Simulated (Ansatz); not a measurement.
Trial structure of B4Pb, not yet relaxed:

```
CELL_PARAMETERS angstrom
3.42961 0.00000 0.00000
0.00000 3.69048 0.00000
0.00000 0.00000 5.39298
ATOMIC_POSITIONS crystal
B 0.27324 0.50000 0.38819
B 0.72676 0.50000 0.38819
B 0.27324 0.50000 0.61181
B 0.72676 0.50000 0.61181
Pb 0.50000 0.50000 0.00000
```

The calculation used Ansatz, DFT PBE, scalar-relativistic, plane waves, PAW. Cutoff 420 eV; k points 6×6×4 on the computed 5-atom cell (Γ-centred); Gaussian smearing, width 0.10 eV; no spin polarisation.

The zero of energy is the elements' standard structures at the same level; no fitted shifts are applied.

Problem. What does a single point on this coarse mesh give?

Solution. The pressure is 62.9 GPa (the mean over three directions, positive in compression), the largest force is 22.21 eV/Å, and the energy is +3.34 eV/atom against the elements. The shortest distance is 1.21 Å, so close that the PAW spheres overlap strongly and these values are rough.

Problem. Is it a good guess?

Solution. A poor one: relaxing gains about 2.5 eV/atom (the start's value is from the coarse mesh, so the gain is rough) in 25 ionic steps and ends at +0.87 eV/atom on the finer mesh. The symmetry stays Pmmm (No. 47). The volume per atom grows by 14.7 %, from 13.7 to 15.7 Å³. The shortest distance goes from 1.21 Å (B–B) to 1.57 Å (B–B). Conventional cell: a = 3.155 Å, b = 3.342 Å, c = 7.427 Å. Around B lie 2 B at 1.57–1.58 Å, 1 B at 1.94 Å, 2 B at 2.50 Å, 1 Pb at 2.86 Å, 2 B at 3.15 Å, 2 B at 3.34 Å and 1 Pb at 3.63 Å; Pb is surrounded by 4 B at 2.86 Å, 4 Pb at 3.15–3.34 Å and 4 B at 3.63 Å.

The last run used a 12×12×6 mesh (in the run's order of axes) for its 5-atom cell and Gaussian smearing of 0.10 eV. These runs have no spin–orbit coupling, which can matter for Pb. The relaxation can't lower the symmetry of the start, and the grade says only how near the guess is to its own end. A structure relaxed within its symmetry needn't be a true minimum.
